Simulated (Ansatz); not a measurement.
GaAs (rock salt, space group No. 225) under volume change, PBE (plane waves, PAW; program Ansatz), scaled uniformly.

```csv
V (Å³/atom),E − E(relaxed) (meV/atom),P (GPa)
17.843,___,___
18.432,17.3,5.00
19.020,4.1,2.27
19.608,0.0,0.00
20.196,3.7,-1.95
20.785,___,___
21.373,29.7,-4.96
```

### Question
Complete the blanks.

### Answer

- 20.785, E − E(relaxed) (meV/atom): 13.9
- 20.785, P (GPa): -3.58
- 17.843, E − E(relaxed) (meV/atom): 41.4
- 17.843, P (GPa): 8.25

### Question
What does a third-order Birch–Murnaghan fit give for V₀, B₀ and B′?

### Answer
V₀ = 19.60 Å³/atom, B₀ = 70.2 GPa, B′ = 4.7.

Space group Fm-3m (rock salt). The start of the workflow was typed in or built on a structure type; neither database checked (COD, Materials Project) lists it. It is not the phase usual at ambient conditions (space group No. 216). The cell was relaxed with PBE under the symmetry of its start; whether a distortion lowers the energy is not shown. The volume moved by 18 % from the start of the relaxation.

Potentials: the later of the program's two PAW sets.
